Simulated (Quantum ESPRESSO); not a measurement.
# Planted mistakes on one cell of Si2AlN3O

These are calculations, not measurements. They come from pw.x of Quantum ESPRESSO 7.5, a plane-wave density functional program, with PseudoDojo standard norm-conserving files (v0.5 for PBE, v0.4.1 for LDA and PBEsol). The cells are made up: elements, strain and atom displacements were drawn at random, and nothing was relaxed. There is no spin polarisation, spin-orbit coupling or dispersion term.

The cell has 8 sites of a wurtzite lattice (rectangular cell). Sites 1 to 4 hold empty Si Si Al; sites 5 to 8 hold N N O N. Cell vectors in Å: (2.941, 0.015, -0.032); (0.025, 5.041, -0.017); (-0.052, -0.016, 4.728). Settings: PBE, cutoff 1143 eV, 6 x 4 x 4 k mesh shifted by half a step, Fermi-Dirac smearing of 0.025 eV.

The intended run has a self-consistency threshold of 1e-07 eV, a smearing term of 0.000 eV, a pressure of 7.35 GPa and 11 iterations. Each further run changes one thing: all lengths scaled by 1.0127; atoms of sites 3 and 7 exchanged; cutoff 788 eV; files of PBEsol; k mesh 2 x 2 x 2; one electron removed; smearing 0.86 eV; threshold 0.07 eV. A coarse mesh keeps the shift, and a charged cell sits in a uniform background.

| run | change of free energy (eV) | smearing term -TS (eV) | change of P (GPa) | largest change of a force component (eV/Å) | iterations |
| --- | --- | --- | --- | --- | --- |
| A | 3.603 | 0.000 | -4.21 | 0.077 | 11 |
| B | 0.020 | 0.000 | 0.15 | 0.337 | 4 |
| C | 0.437 | 0.000 | -6.83 | 0.011 | 11 |
| D | -7.703 | -0.009 | -27.00 | 1.671 | 13 |
| E | -0.830 | 0.000 | -0.45 | 0.383 | 11 |
| F | 15.799 | -0.005 | 40.30 | 21.612 | 14 |
| G | -0.052 | 0.000 | -8.30 | 0.246 | 11 |
| H | -0.329 | -1.423 | 2.15 | 0.427 | 11 |

A rerun of the intended cell at 1437 eV and k mesh 8 x 6 x 6 moved values by no more than 0.002 eV in the cell's energy, 0.02 GPa in stress and 0.004 eV/Å in force.

Question: which change belongs to which run?

## Worked reading

Run B has the fewest iterations, as a run stopped early does. Run H has the largest smearing term, as wide smearing gives. Run G changes the volume by a factor of 1.0386; minus its pressure change over the logarithm of that factor, 219 GPa, is a rough bulk modulus with clamped atoms. Energies from files of another functional, or of a charged cell, have another zero and say nothing on stability; the pressure of a charged cell rests on the program's zero of potential too.

## Key

```
run,change
A,files of PBEsol
B,threshold 0.07 eV
C,cutoff 788 eV
D,one electron removed
E,k mesh 2 x 2 x 2
F,atoms of sites 3 and 7 exchanged
G,all lengths scaled by 1.0127
H,smearing 0.86 eV
```